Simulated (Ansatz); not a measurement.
## Ansatz 0.2.0, single run: RbAgPd

The input file (Ansatz 0.2.0, plane waves):

```yaml
crystal:
  lattice:
    - [3.940762, 6.825597, 0.0]
    - [-3.940762, 6.825597, 0.0]
    - [0.0, 0.0, 3.863632]
  atoms:
    - { symbol: Rb, position: [0.245, 0.755, 0.0] }
    - { symbol: Rb, position: [0.755, 0.0, 0.0] }
    - { symbol: Rb, position: [0.0, 0.245, 0.0] }
    - { symbol: Pd, position: [0.0, 0.0, 0.5] }
    - { symbol: Pd, position: [0.3333, 0.3334, 0.0] }
    - { symbol: Pd, position: [0.6667, 0.6666, 0.0] }
    - { symbol: Ag, position: [0.585, 0.415, 0.5] }
    - { symbol: Ag, position: [0.415, 0.0, 0.5] }
    - { symbol: Ag, position: [0.0, 0.585, 0.5] }
  symmetry: { tolerance: 0.0003 }
kpoints:
  mp_grid: { grid: [3, 3, 5], shift: [0, 0, 0] }
magnetization:
  spin_polarized: false
scf:
  occupations: { method: fermi_dirac }
  initial_density: { chi_scale: 0.3 }
hamiltonian:
  pseudopotentials: { kind: paw }
  xc: lda
basis:
  ecutwfc: 420
output:
  forces: true
  stress: true
  eigenvalues: true
```

The command:

```bash
ansatz run input.yaml --threads 1 --pin off --max-ram 2560MiB --backend cpu --events-out ev --progress --plain --runs-dir out
```

Origin of the cell: a known structure type with other elements, at an estimated volume, so it need not be a known compound.

The smearing width isn't typed, so it takes its default of 0.1 eV.

Output (shortened):

```
Warning: the atoms were moved onto the symmetric positions of the space group found under crystal.symmetry.tolerance 3.0e-4 (fractional; no operation is sought that the atoms, as they stand i […]
Pseudopotentials: kind: paw
Pseudopotential: Rb, paw, valence charge 9, recommended cutoff 420 eV (normal), Rb.paw.azcp
Pseudopotential: Pd, paw, valence charge 18, recommended cutoff 420 eV (normal), Pd.paw.azcp
Pseudopotential: Ag, paw, valence charge 19, recommended cutoff 420 eV (normal), Ag.paw.azcp
Functional definition: SPW92
  exchange = slater_x
  correlation = pw_c
Crystal: 9 atoms, lattice volume = 207.848 Å³
Basis set: ecut = 420 eV, 4087 PW (Γ)
Bands: 83, of which v1, the nominal top of the filled ones, is band 69 counted from 1 (68 counted from 0)
Symmetry: 12 space group operations
Space group: P-62m (ITA 189), of the structure as read, at distance tolerance 1.8e-3 Å
k-points: 9 of 45 (time reversal used)
[… 9 lines left out …]
Initial density: superposition of atomic densities (chi_scale 0.3, normalization cell, long waves kept (reshape's long-wave potential 0.06 eV rms))
Functional: x = slater, c = lda
SCF iter   1: F=—  HF=-52576.131652 eV  Δρ=5.00e-1  dr2=1.45e3  defer=1
SCF iter   2: F=—  HF=-52436.964485 eV  Δρ=2.10e-1  dr2=9.98e1  defer=5
SCF iter   3: F=—  HF=-52419.874049 eV  Δρ=8.33e-2  dr2=2.21e1  defer=26
SCF iter   4: F=—  HF=-52416.374071 eV  Δρ=4.20e-2  dr2=8.95e0  defer=29
SCF iter   5: F=—  HF=-52415.219701 eV  Δρ=1.07e-2  dr2=8.16e-1  defer=28
SCF iter   6: F=—  HF=-52414.995168 eV  Δρ=5.95e-3  dr2=2.41e-1  defer=28
SCF iter   7: F=—  HF=-52414.946074 eV  Δρ=1.63e-3  dr2=1.81e-2  defer=28
SCF iter   8: F=—  HF=-52414.943347 eV  Δρ=6.29e-4  dr2=1.89e-3  defer=28
SCF iter   9: F=—  HF=-52414.943098 eV  Δρ=2.66e-4  dr2=3.89e-4  defer=28
SCF iter  10: F=—  HF=-52414.943051 eV  Δρ=7.56e-5  dr2=2.81e-5  defer=28
SCF iter  11: F=—  HF=-52414.943470 eV  Δρ=1.35e-5  dr2=5.02e-7  defer=28
SCF iter  12: F=-52414.943470 eV  HF=-52414.943470 eV  Δρ=4.36e-6  dr2=4.24e-8
SCF 1 converged in 12 iterations: F = -52414.943470 eV  dr2 = 4.24e-8
SCF converged after 12 iterations
Free energy (F): -52414.943470 eV
Harris-Foulkes:  -52414.943470 eV  (|F-HF|=2.31e-8)
Internal energy: -52414.813001 eV  (E = F + TS)
E sigma→0 (E₀):  -52414.878236 eV
Entropy (-TS):   -0.130469 eV (-14.497 meV/atom)
Fermi energy:    11.047904 eV
--- Per-component energies (eV) ---
  E_band       = -1934.686402
  E_kinetic    = 3721.420665
  E_local      = -17781.467581  (includes V_loc(G=0)·N_el)
  E_nonlocal   = 1472.293961
  E_hartree    = 7384.367485
  E_xc         = -1438.135178
  E_vxc        = -1742.909373  (∫ρ·V_xc dr)
  E_paw        = -29760.969274  (= ΣΔE_a)
  E_vpaw       = -2372.781184  (= ΣTr[D̂ρ^β])
  E_aug_tail   = 0.001343  (compensation charges beyond the density's cutoff)
  E_ewald      = -16017.354824
  E_core_change = 5.030401  (= ΣΔE_core)
  E_smearing   = -0.130469  (= −TS)
  Σ components = -52414.943470   (vs F -52414.943470, Δ=0.00e0)
--- Forces (eV/Å), atoms counted from 1 ---
  atom   1  Rb     1.462187    -0.000000     0.000000
  atom   2  Rb    -0.731094    -1.266291    -0.000000
  atom   3  Rb    -0.731094     1.266291     0.000000
  atom   4  Pd     0.000000     0.000000     0.000000
  atom   5  Pd    -0.000000    -0.000000     0.000000
  atom   6  Pd     0.000000     0.000000     0.000000
  atom   7  Ag    -0.249364     0.000000    -0.000000
  atom   8  Ag     0.124682     0.215956     0.000000
  atom   9  Ag     0.124682    -0.215956    -0.000000
  max |Σ_I F_I| component: 7.36e-16 eV/Å
--- Stress (GPa, compression-positive) ---
       -0.825478       0.000000      -0.000000
        0.000000      -0.825478      -0.000000
       -0.000000      -0.000000      -2.187850
  P = ⅓ Tr σ = -1.2796 GPa (-12.796 kbar)
```

Caveats: the k mesh is coarse if the cell is a metal.

The run took 15 s on 1 thread of Intel(R) Xeon(R) Platinum 8375C CPU @ 2.90GHz (Ice Lake), on a shared host, peak memory 0.49 GiB, from the program's own first density.
